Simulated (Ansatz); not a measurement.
MgS:
```yaml
crystal:
  lattice:
    - [4.02764, 0.00000, 0.00000]
    - [-2.01382, 3.48804, 0.00000]
    - [0.00000, 0.00000, 6.42017]
  atoms:
    - { symbol: Mg, position: [0.66667, 0.33333, 0.49642] }
    - { symbol: Mg, position: [0.33333, 0.66667, 0.99642] }
    - { symbol: S, position: [0.33333, 0.66667, 0.37857] }
    - { symbol: S, position: [0.66667, 0.33333, 0.87857] }
```

Relaxed with PBEsol. Special points in fractions of this cell's reciprocal vectors: Γ (0.000, 0.000, 0.000); M (0.500, 0.000, 0.000); K (0.333, 0.333, 0.000); A (0.000, 0.000, 0.500); L (0.500, 0.000, 0.500); H (0.333, 0.333, 0.500).

Problem. List the band energies nearest the valence-band maximum at these points for DFT-PBEsol in the program Ansatz with PAW potentials.

Solution. In eV from the valence-band maximum; about four levels below and three above (degenerate sets whole), none deeper than 8.9 eV; points with the same levels are listed once.

```
k                          below                above
-  -----------------------------  -------------------
Γ   -0.57 -0.57 -0.15 -0.15 0.00  3.31 4.58 7.38 7.38
M        -1.92 -1.25 -0.96 -0.46       4.59 5.06 5.70
K  -2.32 -2.32 -1.38 -1.38 -1.38  4.67 6.88 7.25 7.25
A        -0.37 -0.37 -0.37 -0.37  4.80 4.80 7.51 7.51
L        -0.90 -0.90 -0.82 -0.82  4.50 4.50 6.19 6.19
H        -2.04 -2.04 -0.53 -0.53  5.68 5.68 6.24 6.24
```

Space group P6_3mc (wurtzite). The first step of the workflow began from a Materials Project structure, measured or hypothetical; the Crystallography Open Database copy checked does not list it. COD files the formula under space group No. 225, so this cell is another polymorph or a model. Whether it is the stable phase at ambient conditions was not checked. Symmetry was held in the PBEsol relaxation; phonons on a q-mesh show no instability.

Potentials: the later of the program's two PAW sets.
